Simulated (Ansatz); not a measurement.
Guessed and relaxed cells of MnB6

The cell of MnB6 is invented: species swapped into a database cell of MoCl6 (P-31m, No. 162), with Mn on the Mo sites and B on the Cl sites. The dimensions are guesses.

start.cif

```cif
data_structure
_symmetry_space_group_name_H-M 'P 1'
_symmetry_Int_Tables_number 1
_cell_length_a 4.1832
_cell_length_b 4.1832
_cell_length_c 3.8393
_cell_angle_alpha 90.000
_cell_angle_beta 90.000
_cell_angle_gamma 120.000
_cell_volume 58.18
loop_
_atom_site_label
_atom_site_type_symbol
_atom_site_fract_x
_atom_site_fract_y
_atom_site_fract_z
_atom_site_occupancy
Mn1 Mn 0.00000 0.00000 0.50000 1
B1 B 0.30361 0.30361 0.26629 1
B2 B 0.00000 0.69639 0.26629 1
B3 B 0.69639 0.00000 0.26629 1
B4 B 0.00000 0.30361 0.73371 1
B5 B 0.30361 0.00000 0.73371 1
B6 B 0.69639 0.69639 0.73371 1
```

Theory: DFT PBE, scalar-relativistic, plane waves, PAW (Ansatz). Cutoff 420 eV, Gaussian smearing, Γ-centred meshes. Cell and atoms relax first on a coarse mesh, the cell is then made exact in the group found at 0.06 to 0.08 Å, and last on a converged mesh; the steps can't lower the symmetry of their start. Collinear spin, starting moments Mn 4.0 μB; the moments died out early, so the last step has no spin.

end.cif

```cif
data_structure
_symmetry_space_group_name_H-M 'P 1'
_symmetry_Int_Tables_number 1
_cell_length_a 3.5663
_cell_length_b 3.5663
_cell_length_c 5.3992
_cell_angle_alpha 90.000
_cell_angle_beta 90.000
_cell_angle_gamma 120.000
_cell_volume 59.47
loop_
_atom_site_label
_atom_site_type_symbol
_atom_site_fract_x
_atom_site_fract_y
_atom_site_fract_z
_atom_site_occupancy
Mn1 Mn 0.00000 0.00000 0.50000 1
B1 B 0.50000 0.50000 0.29854 1
B2 B 0.00000 0.50000 0.29854 1
B3 B 0.50000 0.00000 0.29854 1
B4 B 0.00000 0.50000 0.70146 1
B5 B 0.50000 0.00000 0.70146 1
B6 B 0.50000 0.50000 0.70146 1
```

The symmetry goes from P-31m (No. 162) to P6/mmm (No. 191). The volume per atom grows by 2.2 %, from 8.3 to 8.5 Å³. The shortest distance goes from 1.56 Å (Mn–B) to 1.78 Å (B–B). The end is written in a standard setting, so origin, axes and order of atoms can differ from the start's.

```
Volume per atom                            : 8.5 Å³
Density                                    : 3.3 g/cm³
Energy over the elements                   : +0.08 eV/atom
Gap on the 12×12×6 mesh of the 7-atom cell : 0 eV (a metal)
```

Formation energies are uncorrected and refer to the elements' standard structures at the same level. The separate elements lie lower, so it is unstable against them.

The last run used Gaussian smearing of 0.10 eV. No dispersion correction is applied, so the spacing and binding between layers, chains or molecules are poorly described. Trial moments died out on the coarse mesh, so the last step has no spin; another magnetic start might hold. A structure relaxed within its symmetry needn't be a true minimum. Another cell of the same search, in C2/m, lies 141 meV/atom lower, so this cell isn't the stable form at this level.
